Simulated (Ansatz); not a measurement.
TiO$_{2}$:
```yaml
crystal:
  lattice:
    - [-1.88448, 1.88448, 4.78029]
    - [1.88448, -1.88448, 4.78029]
    - [1.88448, 1.88448, -4.78029]
  atoms:
    - { symbol: Ti, position: [0.00000, 0.00000, 0.00000] }
    - { symbol: Ti, position: [0.75000, 0.25000, 0.50000] }
    - { symbol: O, position: [0.95739, 0.45739, 0.50000] }
    - { symbol: O, position: [0.20739, 0.20739, 0.00000] }
    - { symbol: O, position: [0.79261, 0.79261, 0.00000] }
    - { symbol: O, position: [0.54261, 0.04261, 0.50000] }
```

Relaxed with PBEsol.

Question: Give the optical modes at the zone centre with their infrared activity from DFPT, plane-wave PAW PBEsol (Ansatz code).

Answer: Transverse frequencies, without the LO–TO term; a row sums one degenerate level.

```tsv
ω (cm⁻¹)	degeneracy	IR ((D/Å)²/amu)	activity	symmetry
134	2	0.00	IR-inactive	Eg
168	2	0.00	IR-inactive	Eg
228	2	145.45	IR	Eu
329	1	78.95	IR	A2u
373	1	0.00	IR-inactive	B1g
419	2	114.68	IR	Eu
490	1	0.00	IR-inactive	B1g
512	1	0.00	IR-inactive	A1g
538	1	0.00	IR-inactive	B2u
619	2	0.00	IR-inactive	Eg
```

Question: How high does the top mode go among those that the LO–TO term moves?

Answer: 842 cm⁻¹ for q along x, 842 cm⁻¹ for q along y, 709 cm⁻¹ for q along z.

Space group I4_1/amd (anatase). Symmetry was held in the PBEsol relaxation. The run is not spin-polarised.

Potentials: the earlier of the program's two PAW sets. The files were generated under PBE; for other functionals the program regenerates the frozen cores, and for LDA and PBEsol the local potential too.
